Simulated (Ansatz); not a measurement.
LaP:
```cif
data_La4P4
_chemical_formula_sum 'P4 La4'
_space_group_name_H-M_alt 'Fm-3m'
_space_group_IT_number 225
_space_group_name_Hall '-F 4 2 3'
_cell_length_a 5.97867
_cell_length_b 5.97867
_cell_length_c 5.97867
_cell_angle_alpha 90.000
_cell_angle_beta 90.000
_cell_angle_gamma 90.000
loop_
_atom_site_label
_atom_site_type_symbol
_atom_site_symmetry_multiplicity
_atom_site_Wyckoff_symbol
_atom_site_fract_x
_atom_site_fract_y
_atom_site_fract_z
_atom_site_occupancy
P1 P 4 b 0.50000 0.50000 0.50000 1
La1 La 4 a 0.00000 0.00000 0.00000 1
```
(The calculation used a cell of 2 atoms; values per cell refer to that cell.)

Relaxed with PBEsol.

### Question
Which orbitals make up the states near the Fermi level in the program Ansatz at the PBEsol level (PAW)?

### Answer
Within 0.5 eV of the Fermi level: P 3p 59 %, La 5d 27 %, La 4f 11 %. Projections are on Löwdin-orthogonalised atomic valence shells; empty p or d shells of many metals are not among them.

### Question
Tabulate the density of states.

### Answer
States/eV per cell of 2 atoms, in 0.25 eV bins, energy from the Fermi level.

```
E (eV)  total  La 4f  P 3p  La 5d
------  -----  -----  ----  -----
-7.85    0.81   0.01  0.00   0.06
-7.60    0.07   0.00  0.00   0.00
-7.35    0.00   0.00  0.00   0.00
-7.10    0.00   0.00  0.00   0.00
-6.85    0.00   0.00  0.00   0.00
-6.60    0.00   0.00  0.00   0.00
-6.35    0.00   0.00  0.00   0.00
-6.10    0.00   0.00  0.00   0.00
-5.85    0.00   0.00  0.00   0.00
-5.60    0.00   0.00  0.00   0.00
-5.35    0.00   0.00  0.00   0.00
-5.10    0.00   0.00  0.00   0.00
-4.85    0.00   0.00  0.00   0.00
-4.60    0.00   0.00  0.00   0.00
-4.35    0.00   0.00  0.00   0.00
-4.10    0.00   0.00  0.00   0.00
-3.85    0.00   0.00  0.00   0.00
-3.60    0.00   0.00  0.00   0.00
-3.35    0.00   0.00  0.00   0.00
-3.10    0.14   0.00  0.07   0.04
-2.85    0.52   0.00  0.26   0.15
-2.60    1.16   0.01  0.62   0.32
-2.35    1.58   0.02  0.88   0.41
-2.10    1.68   0.03  0.98   0.40
-1.85    1.20   0.03  0.72   0.28
-1.60    2.92   0.04  1.74   1.01
-1.35    3.66   0.07  2.26   1.16
-1.10    5.12   0.10  3.26   1.44
-0.85    2.97   0.12  1.83   0.88
-0.60    1.73   0.12  1.07   0.48
-0.35    1.10   0.12  0.73   0.22
-0.10    0.24   0.04  0.17   0.03
0.15     0.12   0.01  0.04   0.07
0.40     0.26   0.03  0.06   0.16
0.65     0.40   0.05  0.08   0.26
0.90     0.55   0.08  0.09   0.36
1.15     0.73   0.13  0.10   0.46
1.40     0.94   0.21  0.11   0.58
1.65     1.33   0.39  0.12   0.75
1.90     1.50   0.56  0.10   0.74
2.15     1.94   0.90  0.09   0.83
2.40     2.32   1.36  0.05   0.77
2.65     5.43   4.25  0.05   0.93
2.90    15.09  13.67  0.03   1.09
3.15    23.66  23.02  0.06   0.46
```

The workflow started from an entry of the Crystallography Open Database (COD). Whether it is the stable phase at ambient conditions was not checked. Symmetry was held in the PBEsol relaxation; of distortions, only those at the zone centre were tested. Spin–orbit coupling is left out wherever it is not named.

Potentials: the later of the program's two PAW sets.
